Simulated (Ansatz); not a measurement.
Given:

LuHg:
```yaml
crystal:
  lattice:
    - [3.61713, 0.00000, 0.00000]
    - [0.00000, 3.61713, 0.00000]
    - [0.00000, 0.00000, 3.61713]
  atoms:
    - { symbol: Lu, position: [0.50000, 0.50000, 0.50000] }
    - { symbol: Hg, position: [0.00000, 0.00000, 0.00000] }
```

This is the r²SCAN-relaxed structure.

Q: All from r²SCAN in the plane-wave PAW code Ansatz, unless another level is named. Estimate the formation energy from the elements (no fitted shifts).

A: -0.52 eV/atom.

Q: And the density of states at the Fermi level?

A: 0.53 states/eV per atom (mean over ±0.08 eV).

Space group Pm-3m (CsCl type). The first step of the workflow began from a Materials Project structure, measured or hypothetical; the Crystallography Open Database files this formula in space group No. 221, but the cells were not matched. Whether it is the stable phase at ambient conditions was not checked. The r²SCAN relaxation kept the symmetry of its start; its stability against distortions is not shown here. The references are the lowest solids computed at this level, not always the standard phases. Scalar-relativistic: spin–orbit coupling is off unless named, which matters more the heavier the elements.

Potentials: the later of the program's two PAW sets.
